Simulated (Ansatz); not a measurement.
# Structure relaxation, Ga2O3

The start is a generated trial cell of Ga2O3 in the beta-Ga2O3 structure type. The cell and all atomic positions are relaxed at zero pressure with r2SCAN (plane waves to 500 eV, PAW, scalar-relativistic; Ansatz, a first-principles code). The first steps use a coarse 8×8×4 k-mesh.

Input geometry:
```
Ga2O3
1.0
    6.10700    -1.51850     0.00000
    6.10700     1.51850     0.00000
   -1.38596     0.00000     5.62991
Ga O
4 6
Cartesian
  0.00408   0.00000   4.47353
 10.82396   0.00000   1.15638
  7.61017   0.00000   1.76779
  3.21787   0.00000   3.86212
  1.85702   0.00000   0.61816
  8.97101   0.00000   5.01175
  1.33611   0.00000   3.17077
  9.49192   0.00000   2.45915
  5.70128   0.00000   1.44464
  5.12675   0.00000   4.18528
```

Q: By how much does the energy per atom fall from start to end?

A: Under 1 meV/atom.

Q: How does the volume change?

A: +0.6 %, from 10.44 to 10.50 Å³/atom.

Q: What band gap does the relaxed structure have at this level?

A: 3.02 eV, indirect (valence top at k = (0.4545, -0.4545, -0.5), conduction bottom at Γ) (no spin-orbit coupling).

The space group stays C2/m (No. 12) (the run could not lower it), with 10 atoms in the primitive cell. Final values are on a 11×11×6 k-mesh of the relaxed cell. No spin polarisation in the result.

The run could not lose the symmetry of its start; a randomly shaken copy of 10 atoms returns to this structure.

The first start was generated by placing the elements on the sites of a structure type. A measured structure of Ga2O3 has the same space group, C2/m (No. 12); the sites were not compared with it.
